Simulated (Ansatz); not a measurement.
KTiSe2:
```xyz
4
Lattice="3.7438 0.0000 0.0000 -1.8719 3.2422 0.0000 0.0000 0.0000 7.7413" Properties=species:S:1:pos:R:3 pbc="T T T"
Se     1.8719     1.0807     6.2561
Ti     0.0000     0.0000     0.0000
Se     0.0000     2.1615     1.4852
K      0.0000     0.0000     3.8707
```

Relaxed with r²SCAN+D4. Special points in fractions of this cell's reciprocal vectors: Γ (0.000, 0.000, 0.000); M (0.500, 0.000, 0.000); K (0.333, 0.333, 0.000); A (0.000, 0.000, 0.500); L (0.500, 0.000, 0.500); H (0.333, 0.333, 0.500).

Q: List the band energies nearest the Fermi level at these points for r²SCAN+D4 with spin–orbit coupling in the plane-wave PAW code Ansatz.

A: In eV from the Fermi level; about four levels below and three above (degenerate sets whole), none deeper than 8.9 eV; points with the same levels are listed once.

```csv
k,below,above
Γ,-1.03 -1.03 -0.02 -0.02,0.02 0.02 0.02 0.02
M,-2.58 -2.58 -0.46 -0.46,0.75 0.75 1.04 1.04
K,-3.52 -3.52 -3.44 -3.44,0.50 0.50 0.75 0.75
A,-1.42 -1.42 -1.13 -1.13,0.02 0.02 0.02 0.02
L,-2.67 -2.67 -0.38 -0.38,0.75 0.75 1.04 1.04
H,-3.58 -3.58 -3.54 -3.54,0.53 0.53 0.74 0.74
```

Space group P-3m1. A made-up cell: these elements were put on the sites of a structure type; neither database checked (COD, Materials Project) lists it. Its standing as an ambient phase is unchecked. The cell was relaxed with r²SCAN+D4 under the symmetry of its start; its stability against distortions is not shown here. The run is not spin-polarised. With an odd number of electrons in the cell and no spin polarisation, the count alone makes it a metal.

Potentials: the later of the program's two PAW sets.
